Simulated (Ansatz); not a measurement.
Structure search: one RbHBr₂ candidate

Theory: DFT PBE, scalar-relativistic, plane waves, PAW (Ansatz). Cutoff 420 eV, Gaussian smearing, Γ-centred meshes. Cell and atoms relax on a converged mesh. In metals the finer mesh still leaves noise of several meV/atom or more. The steps can't lower the symmetry of their start. No spin polarisation.

A trial structure of RbHBr₂ was built thus: ordered mixture on the anion sites of rhenium trioxide (P4/mmm, No. 123) (occupants of the shared sites, in ratio, Br: 2, H: 1). Lengths were set from tabulated atomic sizes, so they are only a guess.

```cif
data_structure
_symmetry_space_group_name_H-M 'P4/mmm'
_symmetry_Int_Tables_number 123
_cell_length_a 5.6026
_cell_length_b 5.6026
_cell_length_c 5.6026
_cell_angle_alpha 90.000
_cell_angle_beta 90.000
_cell_angle_gamma 90.000
_cell_volume 175.86
loop_
_atom_site_label
_atom_site_type_symbol
_atom_site_symmetry_multiplicity
_atom_site_Wyckoff_symbol
_atom_site_fract_x
_atom_site_fract_y
_atom_site_fract_z
_atom_site_occupancy
Rb1 Rb 1 a 0.00000 0.00000 0.00000 1
H1 H 1 b 0.00000 0.00000 0.50000 1
Br1 Br 2 f 0.50000 0.00000 0.00000 1
```

The zero of energy is the elements' standard structures at the same level (H₂ as a molecule); no fitted shifts are applied. The references include crystalline Br.

Task: Describe the relaxed structure.

Result: The symmetry stays P4/mmm (No. 123). The volume per atom grows by 26.3 %, from 44.0 to 55.5 Å³. The shortest distance goes from 2.80 Å (Rb–Br and Rb–H) to 2.42 Å (Rb–H). The ratio c/a of the conventional cell changes by a factor of 0.72. The energy falls by about 0.25 eV/atom (the start's value is from the coarse mesh). Conventional cell: a = 6.768 Å, c = 4.849 Å. Around Rb lie 2 H at 2.42 Å and 4 Br at 3.38 Å; around H lie 2 Rb at 2.42 Å; around Br lie 2 Rb at 3.38 Å.

```xyz
4
Lattice="6.7681 0.0000 0.0000 0.0000 6.7681 0.0000 0.0000 0.0000 4.8492" Properties=species:S:1:pos:R:3 pbc="T T T"
Rb    0.0000    0.0000    0.0000
H     0.0000    0.0000    2.4246
Br    3.3840    0.0000    0.0000
Br    0.0000    3.3840    0.0000
```

Task: Give its energy and gap.

Result:

| Quantity | Value |
| --- | --- |
| Energy over the elements | +0.27 eV/atom |
| Gap on the 8×8×10 mesh of the 4-atom cell | 0 eV (a metal) |

It can't be a ground state, since the elements alone are lower.

The last run used Gaussian smearing of 0.10 eV. The cell is a metal run without spin; a magnetic state may lie lower. The reference form of Br is held partly by dispersion forces, which this level lacks. With hydrogen, zero-point motion can shift formation energies by some tens of meV/atom. Symmetry constrained the relaxation, so the result can be a saddle point.
